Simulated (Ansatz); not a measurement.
The start is a relaxed Ti3Al cell, doubled along one cell vector, shaken by Gaussian noise of σ = 0.08 Å a coordinate. The cell and all atomic positions are relaxed at zero pressure with PBEsol (plane waves to 420 eV, PAW, scalar-relativistic; Ansatz, an electronic-structure program). First-step values are on the input's coarse k-mesh.

Ansatz input (later rounds restart from its end on a renewed k-mesh):
Ansatz 0.2 input:
```yaml
crystal:
  lattice:
    - [2.7262519781, 0, 0]
    - [-2.726251978, 4.7220069403, 0]
    - [0, 0, 10.6672784291]
  atoms:
    - { symbol: Al, position: [0.0333042118, -0.0035786271, 0.4978380888] }
    - { symbol: Al, position: [-0.0066206495, 0.533485961, 0.5052436812] }
    - { symbol: Ti, position: [0.04091652, -0.0063675509, -0.0086049203] }
    - { symbol: Ti, position: [-0.018068505, 0.5029745518, 0.0098286395] }
    - { symbol: Ti, position: [0.0169116944, 0.008971565, 0.249726749] }
    - { symbol: Ti, position: [0.0070057268, 0.4980399383, 0.2419999957] }
    - { symbol: Ti, position: [0.025619897, 0.0014493307, 0.7519930981] }
    - { symbol: Ti, position: [0.0306530698, 0.5233837742, 0.7472372824] }
basis: { ecutwfc: 420, ecutrho_ratio: 4, xc_grid: 2, fft_grid_basis: typed }
kpoints: { mp_grid: { grid: [14, 7, 3] } }
hamiltonian:
  xc: pbesol
  dispersion: none
  pseudopotentials: { azcp: { folder: ./paw }, kind: paw }
scf: { occupations: { method: fermi_dirac, width: 0.05 } }
relax: { f_tol: 0.01, max_steps: 100, cell: { stress_tol: 0.02 } }
output: { forces: true, stress: true }
```

```yaml
largest_initial_force: 1.66 eV/Å, on Ti4 (atoms numbered as listed)
energy_released: 0.55 eV/atom
relative_to_the_parent: "It does not go back: it reaches R3m (No. 160), 0.49 eV/atom below the parent"
Shortest distances (start → end): "The closest pairs of elements (up to four, under 3.6 Å), start → end: Al–Al 2.47 → 2.89 Å; Ti–Ti 2.48 → 2.83 Å; Al–Ti 2.59 → 2.84 Å"
band_gap_at_the_end: zero (metallic)
optimiser_moves: 24
```

The end point of the relaxation:

Space group R3m, hexagonal axes (No. 160); a = b = 2.8874 Å, c = 27.5291 Å, α = β = 90.00°, γ = 120.00°

```tsv
atom	site	symmetry	x	y	z
Al	3a	3m	0.0000	0.0000	0.7184
Ti	3a	3m	0.0000	0.0000	0.5516
Ti	3a	3m	0.0000	0.0000	0.1353
Ti	3a	3m	0.0000	0.0000	0.9684
```
(The calculation used a cell of 4 atoms; values per cell refer to that cell.)

Final values are on a 19×19×19 k-mesh of the relaxed cell. No spin polarisation in the result.

The relaxed structure here is a generated cell of Ti3Al: the first start was made by a random draw of sites in a space group, and the end was not matched to a known phase here, so it may be hypothetical. Known forms of Ti3Al include space group No. 194.
